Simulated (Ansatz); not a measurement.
**NMR crystallography of BN with sulfur replacing N: given against relaxed positions**

Start: a supercell of BN (zinc blende type, F-43m) built from a structure deposited in the COD, with all atoms left at the host's positions.

Space group F-43m (No. 216); a = 10.8450 Å.

```csv
site,Wyckoff,site symmetry,x,y,z
B1,16e,.3m,0.4167,0.0833,0.4167
B3,24g,2.mm,0.7500,0.0833,0.7500
B5,48h,..m,0.7500,0.9167,0.5833
B14,4d,-43m,0.7500,0.7500,0.7500
B18,16e,.3m,0.0833,0.5833,0.9167
S,4a,-43m,0.5000,0.0000,0.5000
N29,48h,..m,0.6667,0.0000,0.6667
N32,16e,.3m,0.8333,0.8333,0.6667
N36,16e,.3m,0.1667,0.6667,0.8333
N42,24f,2.mm,0.0000,0.6667,0.0000
```

One atom of each set is listed; the run and its k-mesh use a cell of 54 atoms with edges of 7.67, 7.67, 7.67 Å.

Method: Kohn–Sham DFT in Ansatz, PBE, plane waves and PAW, scalar-relativistic, collinear spin, 420 eV cutoff, Γ-centred 3×3×3 k-points, Fermi–Dirac smearing 0.01 eV. Start moments as typed (μB): 1 on each S, none on the rest.

The largest force at the start is 11 eV/Å. Relaxing the ions at fixed cell moves them by 0.207 Å at most (atom 2, B) and 0.059 Å rms.

| site | moved (Å) | first shell before | first shell after | V_zz before (10²¹ V/m²) | η before |
| --- | --- | --- | --- | --- | --- |
| B1 | 0.207 | 1 S at 1.57 Å, 3 N at 1.57 Å | 3 N at 1.53 Å, 1 S at 1.77 Å | -0.36 | 0.00 |
| B3 | 0.002 | 4 N at 1.57 Å | 4 N at 1.54–1.56 Å | 0.097 | 0.43 |
| B5 | 0.012 | 4 N at 1.57 Å | 4 N at 1.56–1.57 Å | -0.056 | 0.42 |
| S | 0.000 | 4 B at 1.57 Å | 4 B at 1.77 Å | 0.00 | – |
| N29 | 0.032 | 4 B at 1.57 Å | 4 B at 1.53–1.57 Å | 0.90 | 0.04 |
| N32 | 0.001 | 4 B at 1.57 Å | 4 B at 1.56–1.57 Å | -0.11 | 0.00 |
| N36 | 0.001 | 4 B at 1.57 Å | 4 B at 1.56 Å | -0.11 | 0.00 |
| N42 | 0.002 | 4 B at 1.57 Å | 4 B at 1.56 Å | -0.071 | 0.20 |

Q: What are V_zz and η after the relaxation?

A: 

```csv
site,V_zz after,η after,change of V_zz
B1,0.53,0.00,+0.89
B3,-0.095,0.03,–
B5,-0.16,0.69,-0.11
S,0.00,–,0.00
N29,0.95,0.86,–
N32,0.046,0.00,+0.16
N36,-0.026,0.00,+0.08
N42,0.10,0.50,–
```

The largest change of V_zz along a kept axis is on B1, from -0.36 to 0.53. The whole tensor moves most on N29, by 1.58 along its most changed direction. V_zz changes sign on B1 (same axis), N32 (same axis). On N29, B3, N42 the largest principal value lies along another axis in the second run, so the two V_zz can't be compared directly. Other sites with |V_zz| of 0.02 or less aren't listed.

The defect repeats with the cell of 54 atoms, so it feels its images: sites between two images don't show the values beside a lone defect, and zeros or small values of η there can come from the images' arrangement. The defect cell has no gap above 0.1 eV on its mesh, so the values can hang on the smearing and the k-mesh. The run lost most of its start moments on S; a state with other moments may lie lower.
Before: The cell keeps the host's lattice, where the PBE pressure is 18 GPa. The neighbours have not yet relaxed around the defect (largest force 11 eV/Å), so the values at and beside it are those of a strained start, not of the defect in a real crystal.
After: The relaxation keeps the site symmetry -43m of the start, so the impurity can't leave its site; a distortion that would localise the partly filled state isn't explored. The cell keeps the host's lattice, where the PBE pressure is 15 GPa.
